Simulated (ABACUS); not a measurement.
A self-consistent single point of Ag (P6_3/mmc, 4 atoms in the cell; from Materials Project mp-8566, changed as shown) with ABACUS.

All values come from this method and carry its errors: LDA (PW92), PseudoDojo 0.4 standard norm-conserving LDA (tails mended) pseudopotentials (plane waves; ABACUS).

The change in words: volume scaled by 1.04. Reference geometry (P6_3/mmc):
```yaml
crystal:
  lattice:
    - [2.91113, 0.00000, 0.00000]
    - [-1.45556, 2.52111, 0.00000]
    - [0.00000, 0.00000, 9.46371]
  atoms:
    - { symbol: Ag, position: [0.00000, 0.00000, 0.00000] }
    - { symbol: Ag, position: [0.00000, 0.00000, 0.50000] }
    - { symbol: Ag, position: [0.33333, 0.66667, 0.25000] }
    - { symbol: Ag, position: [0.66667, 0.33333, 0.75000] }
```

Reference input (self-consistent single point, DFT, LDA (PW92), plane waves, PseudoDojo 0.4 standard norm-conserving LDA (tails mended) pseudopotentials): KPT = Gamma 6 6 2 0 0 0; basis_type = pw; dft_functional = PWLDA; ecutwfc = 86 Ry; smearing_method = gaussian; smearing_sigma = 0.00999582 Ry; potentials = PseudoDojo 0.4 standard norm-conserving LDA (tails mended); symmetry = 1; ks_solver = cg; scf_nmax = 100; scf_thr = 1.0e-09 Ry; mixing_type = broyden. This run's input differs from it in these lines:

```diff
@@ -26,5 +26,5 @@
 LATTICE_VECTORS
-   5.5012384132    0.0000000000    0.0000000000
-  -2.7506192066    4.7642130992    0.0000000000
-   0.0000000000    0.0000000000   17.8838200229
+   5.5736300416    0.0000000000    0.0000000000
+  -2.7868150208    4.8269047634    0.0000000000
+   0.0000000000    0.0000000000   18.1191532864
```

Output (repeated stretches shortened):

```
 SELF-CONSISTENT
 -------------------------------------------
                                 init_chg = atomic

 PW ALGORITHM --------------- ION=   1  ELEC=   1--------------------------------
 Notice: Threshold on eigenvalues was too large.

 Density error is 0.270743819406
                          Error Threshold = 0.000173060147993
 E_KohnSham     -1239.7534677001     -16867.7112759804
 E_Fermi        1.1816986643         16.0778351538

 PW ALGORITHM --------------- ION=   1  ELEC=   2--------------------------------

 Density error is 0.133923508555
                          Error Threshold = 0.000356241867639
   [... lines left out ...]

 Density error is 2.30645229108e-09
                          Error Threshold = 1.25220037226e-11
 E_KohnSham     -1239.8650769642     -16869.2297979215
 E_Fermi        1.1458953366         15.5907058898

 PW ALGORITHM --------------- ION=   1  ELEC=  18--------------------------------

 Density error is 1.7355319039e-10
                          Error Threshold = 3.03480564616e-12
 E_KohnSham     -1239.8650769644     -16869.2297979248
 E_KS(sigma->0) -1239.8644608274     -16869.2214149499
 E_entropy(-TS) -0.0012322741        -0.0167659496
 E_Fermi        1.1458939233         15.5906866602
 charge density convergence is achieved
 final etot is -16869.229798 eV
 EFERMI = 15.59068666 eV

 STATE ENERGY(eV) AND OCCUPATIONS    NSPIN == 1
   [... 45 lines left out ...]

 TOTAL-FORCE (eV/Angstrom)
                       Ag1         0.0000000000         0.0000000000         0.0000000000
                       Ag2         0.0000000000         0.0000000000         0.0000000000
                       Ag3        -0.0000128978         0.0000074466         0.0000000000
                       Ag4         0.0000128978        -0.0000074466         0.0000000000

 TOTAL-STRESS (KBAR)
      -104.5336850439         0.0083910809         0.0000000000
         0.0083910809      -104.5240150850        -0.0000000000
        -0.0000000000         0.0000000000      -130.2946116317
 TOTAL-PRESSURE: -113.117437 KBAR

 --------------------------------------------
 !FINAL_ETOT_IS -16869.2297979247632611 eV
 --------------------------------------------
```

The run converged in 18 iterations. Against the reference run the free energy goes up by 42.9 meV/atom and the pressure goes from -8.39 to -11.31 GPa.

The structure comes from a collection of computed structures, made at another level of theory; the collection holds predicted forms beside known ones. No clean gap shows at this smearing width and mesh (spacing up to 0.41 Å⁻¹); the mesh is coarse for partly filled bands, so the values carry mesh errors.

Cost on one core: roughly 5 core-minutes.

“Tails mended”: in these copies of the files the far tail of each local potential was reset to the Coulomb form.
